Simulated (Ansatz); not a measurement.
Relaxed-ion elastic tensor of GaRu$_{3}$C (anti-perovskite, Pm-3m) in GPa (Voigt order), the program Ansatz at the PBEsol level (PAW); density 10.16 g/cm³, 12.59 Å³ per atom.

|  | 1 | 2 | 3 | 4 | 5 | 6 |
|---|---|---|---|---|---|---|
| 1 | 547 | 140 | 140 | 0.0 | 0.0 | 0.0 |
| 2 | 140 | 547 | 140 | 0.0 | 0.0 | 0.0 |
| 3 | 140 | 140 | 547 | 0.0 | 0.0 | 0.0 |
| 4 | 0.0 | 0.0 | 0.0 | 103 | 0.0 | 0.0 |
| 5 | 0.0 | 0.0 | 0.0 | 0.0 | 103 | 0.0 |
| 6 | 0.0 | 0.0 | 0.0 | 0.0 | 0.0 | 103 |

### Question
Is the crystal mechanically stable?

### Answer
Yes: the smallest eigenvalue of C is 103 GPa.

### Question
Work out the Voigt, Reuss and Hill averages.

### Answer
K_V = 275, K_R = 275, K_H = 275; G_V = 143, G_R = 128, G_H = 136 GPa.

### Question
Give Young's modulus, Poisson's ratio, Pugh's ratio and the universal anisotropy index.

### Answer
E = 9KG/(3K + G) = 350 GPa; ν = 0.29; K/G = 2.03 (ductile by the Pugh limit of 1.75); A_U = 5G_V/G_R + K_V/K_R − 6 = 0.58.

### Question
Estimate the sound speeds and the Debye temperature.

### Answer
v_l = √((K + 4G/3)/ρ) = 6700 m/s, v_t = √(G/ρ) = 3660 m/s, mean 4080 m/s; Θ = (h/k)(3n/4πV)^(1/3) v_m = 522 K.

### Question
Give the Zener ratio and Young's modulus along [100], [110] and [111].

### Answer
A = 2C44/(C11 − C12) = 0.51; 1/E = S11 − 2(S11 − S12 − S44/2)Γ with Γ = 0, 1/4, 1/3 gives 490, 309, 275 GPa.

### Question
Solve the Christoffel equation for the three sound speeds along [100], [110], [111].

### Answer
Eigenvalues of C_ijkl n_j n_l equal ρv². In km/s, slowest first: [100] 3.18, 3.18, 7.34; [110] 3.18, 4.48, 6.63; [111] 4.09, 4.09, 6.37.

The start of the workflow was typed in or built on a structure type; neither database checked (COD, Materials Project) lists it. Its standing as an ambient phase is unchecked. The PBEsol relaxation kept the symmetry of its start; phonons show weakly imaginary modes. No spin polarisation was allowed. As this level gives no gap, shear constants depend on the k-mesh and smearing (Fermi–Dirac, 0.1 eV here).

Potentials: the earlier of the program's two PAW sets. The files were generated under PBE; for other functionals the program regenerates the frozen cores, and for LDA and PBEsol the local potential too.
